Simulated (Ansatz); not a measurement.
The cell of Er₄Se is invented: random cell by space group and Wyckoff sites (P4/mmm, No. 123). Lengths were set from tabulated atomic sizes, so they are only a guess.

```cif
data_structure
_symmetry_space_group_name_H-M 'P4/mmm'
_symmetry_Int_Tables_number 123
_cell_length_a 3.9518
_cell_length_b 3.9518
_cell_length_c 8.0468
_cell_angle_alpha 90.000
_cell_angle_beta 90.000
_cell_angle_gamma 90.000
_cell_volume 125.66
loop_
_atom_site_label
_atom_site_type_symbol
_atom_site_symmetry_multiplicity
_atom_site_Wyckoff_symbol
_atom_site_fract_x
_atom_site_fract_y
_atom_site_fract_z
_atom_site_occupancy
Er1 Er 2 h 0.50000 0.50000 0.63090 1
Er2 Er 2 g 0.00000 0.00000 0.25440 1
Se1 Se 1 c 0.50000 0.50000 0.00000 1
```

Level of theory: Ansatz 0.2.0, DFT PBE, scalar-relativistic, plane waves, PAW, and for the lanthanide a 4f-in-core norm-conserving potential. Cutoff 770 eV, Gaussian smearing, Γ-centred meshes. Cell and atoms relax first on a coarse mesh and then on a finer one. In between, the cell is made exact in the group found at 0.06 Å. In metals the finer mesh still leaves noise of several meV/atom or more. The steps can't lower the symmetry of their start. No spin polarisation.

A guess keeps its type if space group and coordination stay and the shape of the cell changes little (axis ratios within about 15 %, angles within 6°); the volume may change.

Question: Does this structure survive the relaxation?

Answer: It doesn't keep its type. The symmetry stays P4/mmm (No. 123). The volume per atom grows by 15.5 %, from 25.1 to 29.0 Å³. The shortest distance goes from 2.11 Å (Er–Er) to 3.04 Å (Er–Se). The ratio c/a of the conventional cell changes by a factor of 1.66. Counting neighbours within 15 % of an atom's shortest distance, the start has Er 1/4, Se 2 and the end Er 8/9, Se 8. In detail, at the end around Er on its first site lie 9 Er at 3.41–3.50 Å; around Er on its second site lie 4 Se at 3.04 Å and 9 Er at 3.48–3.53 Å; around Se lie 8 Er at 3.04 Å and 4 Se at 3.50 Å.

```
CELL_PARAMETERS angstrom
3.50394 0.00000 0.00000
0.00000 3.50394 0.00000
0.00000 0.00000 11.82304
ATOMIC_POSITIONS crystal
Er 0.50000 0.50000 0.64438
Er 0.50000 0.50000 0.35562
Er 0.00000 0.00000 0.14917
Er 0.00000 0.00000 0.85083
Se 0.50000 0.50000 0.00000
```

The zero of energy is the elements' standard structures at the same level; no fitted shifts are applied.

Question: At what energy does it end?

Answer: −0.42 eV/atom. It lies below the elements, which doesn't yet make it stable against other compounds or structures.

The last run used a 10×10×4 mesh (in the run's order of axes) for its 5-atom cell and Gaussian smearing of 0.10 eV. The reference form of Se is held partly by dispersion forces, which this level lacks. Symmetry constrained the relaxation, so the result can be a saddle point.

The lanthanide is trivalent by construction, without f bands, f moments or other valences. The reference runs of the other elements, and any phases without the lanthanide, used 420 eV, which shifts energies against them by under 10 meV/atom. The lanthanide's reference is the lowest of its hcp, dhcp and fcc cells.

In counts of neighbours, a slash parts the counts of unlike sites.
